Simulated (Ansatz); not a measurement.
The cell below belongs to a search over invented structures; it isn't taken from experiment.

Input and command of a plane-wave DFT calculation in Ansatz:

```yaml
crystal:
  lattice:
    - [3.3612719, 0.0, 0.0]
    - [0.0, 4.75355631, 0.0]
    - [0.0, 0.0, 10.0838157]
  atoms:
    - { symbol: Ta, position: [0.0, 0.0, 0.0] }
    - { symbol: Ta, position: [0.0, 0.0, 0.33333333] }
    - { symbol: Ta, position: [0.0, 0.0, 0.66666667] }
    - { symbol: Ta, position: [0.5, 0.5, 0.83333333] }
    - { symbol: Ta, position: [0.5, 0.5, 0.16666667] }
    - { symbol: Al, position: [0.5, 0.5, 0.5] }
    - { symbol: "N", position: [0.0, 0.5, 0.33333333] }
    - { symbol: "N", position: [0.0, 0.5, 0.66666667] }
    - { symbol: "N", position: [0.5, 0.0, 0.83333333] }
    - { symbol: "N", position: [0.0, 0.5, 0.0] }
    - { symbol: "N", position: [0.5, 0.0, 0.16666667] }
    - { symbol: "N", position: [0.5, 0.0, 0.5] }
basis:
  ecutwfc: 420
kpoints:
  mp_grid: { grid: [6, 4, 2] }
hamiltonian:
  xc: pbe
scf:
  occupations: { method: gaussian, width: 0.1 }
  lower_state_search: "off"
output:
  forces: true
  stress: true
  eigenvalues: true
relax:
  adjacent_minimum: "off"
  f_tol: 0.04
  max_steps: 70
  cell: { stress_tol: 0.4 }
```

```bash
ansatz run input.yaml --threads 1 --pin off --max-ram 2560MiB --backend cpu --events-out ev --progress --plain --runs-dir out
```

Processor: Intel(R) Xeon(R) Processor @ 2.50GHz (Skylake/Cascade Lake), 1 thread, on a host shared with other jobs.

**Question.** Estimate time, memory and problem size.

**Answer.** About 6.2 min, peak memory 0.53 GiB. It solves 61 bands at 24 k points (after reduction by symmetry) with about 2447 plane waves (on the last cell), in 80 SCF iterations over 12 ionic steps.
